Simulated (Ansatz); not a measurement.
La$_{2}$In$_{8}$Ir, a strained cell with displaced atoms

```
Ir La In
1.0
     4.48110    0.03749    0.13165
     0.03749    4.74559    0.04719
     0.34442    0.12345   11.82212
Ir La In
1 2 8
Cartesian
  0.2099 0.1608 6.1235
  4.6917 0.1967 9.6431
  4.4672 4.7377 2.5044
  2.2158 0.0830 0.1994
  0.1556 2.2666 0.0705
  4.6761 2.6937 7.5619
  2.4545 4.7979 7.3095
  4.6065 2.6146 4.6488
  2.4418 0.2719 4.4094
  2.4036 2.5423 9.5038
  2.3189 2.6051 2.4403
```

The numbers come from plane-wave PAW DFT (Ansatz): r2SCAN, no spin polarisation, 500 eV, 4×4×2 (shifted by 0.5, 0.5, 0 steps) k points, gaussian occupations (width 0.0973 eV). Nothing was relaxed.

(1) Where is the largest force?

(2) Is the cell too large or too small?

(3) What do density and ELF say about some of the short contacts?

(4) What is the formation energy?

(5) What happens at the Fermi level?

Origin: a strained cell with displaced atoms, so it need not be a known compound. Caveats: the k mesh is coarse if the cell is a metal; atoms or cell far from equilibrium; f levels without a U or exact exchange are poorly placed.

Results:

(1) The largest is on Ir1: 3.57 eV/Å, components (-0.19, 1.29, -3.32). It makes 119° with the line to a nearest neighbour, In7 at 2.49 Å.

(2) The pressure is 11.7 GPa (compression positive), so with the atoms held at these fractions the cell would first expand; the forces are large, so a full relaxation may end otherwise. The principal stresses 6.0, 11.0, 18.0 GPa differ, so its shape would change too.

(3) Ir–In at 2.49 Å: least valence density 0.56 e/Å³ and ELF 0.32 there. La–In at 2.80 Å: least valence density 0.34 e/Å³ and ELF 0.26 there. In–In at 2.86 Å: least valence density 0.26 e/Å³ and ELF 0.31 there. Both are smooth PAW fields, read partly inside the augmentation spheres.

(4) -0.33 eV an atom against the elements' usual phases (free molecules for gases, crystals otherwise, with no correction for O₂ or N₂), so it is bound against them; other compounds may still compete. Relaxing would lower it.

(5) It is a metal, with about 5.2 states/eV a cell as the mean within 0.25 eV of the Fermi level, mostly In p (48 %) and La d (22 %).
